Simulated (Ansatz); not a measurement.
The relaxed structure here is a generated cell of VN: the first start was made by placing the elements on the sites of a structure type, and the end was not matched to a known phase here, so it may be hypothetical. Known forms of VN include space group No. 225.

A relaxed structure of VN. Space group Amm2 (No. 38). Computed with PBE (plane waves to 420 eV, PAW, scalar-relativistic; Ansatz, a program for electronic structure).

Space group Amm2 (No. 38); a = 5.770 Å, b = 2.755 Å, c = 9.680 Å, α = 90.00°, β = 90.00°, γ = 90.00°

| atom | site | symmetry | x | y | z |
|---|---|---|---|---|---|
| V | 4c | .m. | 0.2965 | 0.0000 | 0.4876 |
| V | 2a | mm2 | 0.0000 | 0.0000 | 0.7182 |
| V | 2b | mm2 | 0.5000 | 0.5000 | 0.7360 |
| N | 4c | .m. | 0.2785 | 0.0000 | 0.8402 |
| N | 4c | .m. | 0.2074 | 0.0000 | 0.1232 |
(The calculation used a cell of 8 atoms; values per cell refer to that cell.)

What magnetic moment does PBE give?

Zero (the starting moments vanished).

No spin polarisation in the result: the starting moments vanished.

It was reached from a disturbed copy of a P4₂/mmc (No. 131) cell, against which it lies -0.34 eV/atom.
